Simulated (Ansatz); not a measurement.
This FeNi2 structure is the end of a relaxation. It was relaxed at this level from a Materials Project cell.

The calculation used DFT PBE, scalar-relativistic, plane waves, PAW in Ansatz 0.2.0. Cutoff 420 eV, Γ-centred mesh, Gaussian smearing, collinear spin.

```yaml
crystal:
  lattice:
    - [0.00000, 3.27797, 3.27797]
    - [3.27797, 0.00000, 3.27797]
    - [3.27797, 3.27797, 0.00000]
  atoms:
    - { symbol: Fe, position: [0.75000, 0.75000, 0.75000] }
    - { symbol: Fe, position: [0.50000, 0.50000, 0.50000] }
    - { symbol: Ni, position: [0.12500, 0.12500, 0.62500] }
    - { symbol: Ni, position: [0.12500, 0.62500, 0.12500] }
    - { symbol: Ni, position: [0.62500, 0.12500, 0.12500] }
    - { symbol: Ni, position: [0.12500, 0.12500, 0.12500] }
```

Formation energies are uncorrected and refer to the elements' standard structures at the same level.

(1) What space group does it have?

(2) How far does it lie from the elements in energy?

(3) Is it a metal?

(4) Which magnetic moments does it keep?

## Answers

(1) Fd-3m (No. 227), the cubic Laves (C15) type. Conventional cell: a = 6.556 Å. Fe is surrounded by 12 Ni at 2.72 Å and 4 Fe at 2.84 Å; Ni is surrounded by 6 Ni at 2.32 Å and 6 Fe at 2.72 Å.

(2) +0.11 eV/atom. It can't be a ground state, since the elements alone are lower.

(3) Yes, bands cross the Fermi level on the 10×10×10 mesh.

(4) 1.38 μB per atom net, the space between the atoms included; by site: Fe 3.0 (×2); Ni 0.7 (×4) μB.

The last run used collinear spin, a 10×10×10 mesh for its 6-atom cell and Gaussian smearing of 0.10 eV. Another magnetic order may lie lower. A structure relaxed within its symmetry needn't be a true minimum.
